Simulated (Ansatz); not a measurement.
Level of theory: DFT PBE, scalar-relativistic, plane waves, PAW in Ansatz. Settings: cutoff 420 eV, Γ-centred meshes spaced at most about 0.3 Å⁻¹, and about 0.25 Å⁻¹ or finer for metals (2π included), Gaussian smearing. No spin polarisation in the final relaxations.

Temperature and zero-point effects are left out.

Two relaxed structures of Zr3Si2F:

1. Space group P6/mmm (No. 191), hexagonal, a = 6.649 Å, c = 3.714 Å. Around Zr lie 4 Si at 2.67 Å, 4 Zr at 3.32 Å, 2 Zr at 3.71 Å and 4 F at 3.81 Å; Si has 6 Zr at 2.67 Å, 5 Si at 3.71–3.84 Å and 3 F at 3.84 Å; F is surrounded by 2 F at 3.71 Å, 12 Zr at 3.81 Å and 6 Si at 3.84 Å (long contacts).

2. Space group P-4m2 (No. 115), tetragonal, a = 2.859 Å, c = 13.395 Å. Zr on a site of symmetry 2mm has 2 Si at 2.74 Å, 4 F at 2.80 Å and 4 Zr at 2.86 Å; Zr on a site of symmetry -4m2 has 4 Si at 2.82 Å and 4 Zr at 2.86 Å; Si is surrounded by 4 Zr at 2.74–2.82 Å and 4 Si at 2.86 Å; F is surrounded by 8 Zr at 2.80 Å and 4 F at 2.86 Å.

Task: Which form is favoured at zero pressure, and by what margin per atom?

Result: Cell 2 is lower, by 105 meV/atom. Cell 1 has space group P6/mmm (No. 191), 23.7 Å³/atom and no gap on its mesh; cell 2 has space group P-4m2 (No. 115), 18.2 Å³/atom and no gap. The shortest distance is 2.67 Å (Zr–Si) in cell 1 and 2.74 Å (Zr–Si) in cell 2. The denser one is the lower, and pressure would at first widen the difference. Both come from invented guesses. A third cell relaxed alike, in R-3m, lies 0.42 eV/atom below the lower of the two.

Cells relaxed within their symmetry can be saddle points.
